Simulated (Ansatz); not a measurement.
Starting cell, Zn (hcp, Mg type):

```xyz
2
Lattice="2.6468 0.0000 0.0000 -1.3234 2.2922 0.0000 0.0000 0.0000 4.6794" Properties=species:S:1:pos:R:3 pbc="T T T"
Zn     0.0000     1.5281     3.5095
Zn     1.3234     0.7641     1.1698
```

In each cell atom 1 (Zn, nearest neighbour Zn at 2.647 Å; its periodic images, 2.6 Å or more away, move with it) moves by s·(0.000, 0.000, 1.000) (along Cartesian z), the rest being held.

Calculation: r2SCAN (plane waves to 500 eV, PAW, scalar-relativistic; Ansatz, a quantum-chemistry and plane-wave program). k mesh 16×16×8 (Γ-centred), Fermi-Dirac smearing 0.05 eV. Energies are smeared free energies. With partly filled bands, energies and forces of such displacements shift with the k mesh and the smearing. On this mesh the relaxed cell isn't quite at rest: it carries a pressure of 0.2 GPa (compression positive) at the zero of the scan. Zn was relaxed with its symmetry unable to fall. ΔE is measured from the undisplaced structure. The last digit holds for this mesh only.

```
s (Å)   ΔE (meV/cell)
------  -------------
-0.260          121.7
-0.208           76.2
-0.156           42.2
-0.104       withheld
-0.052            4.6
0.000             0.0
0.052             4.6
0.104        withheld
0.156            42.2
0.208            76.2
0.260           121.7
```

**Question.** Fit an even polynomial form (powers 2, 4) to the given rows and predict ΔE at s = 0.104.

**Answer.** Least squares on the 9 given rows: ΔE = (1695)·s² + (1562)·s⁴, in meV/cell with s in Å; root-mean-square residual 0.03 meV/cell. At 0.104 the fit gives 18.5 meV/cell; the calculation gives 18.5 meV/cell, the same to the digits shown. The quadratic term alone would give 18.3 meV/cell.

(For displaced atoms, the force is minus the slope of the energy, and its curvature is a force constant, which sets phonon frequencies.)
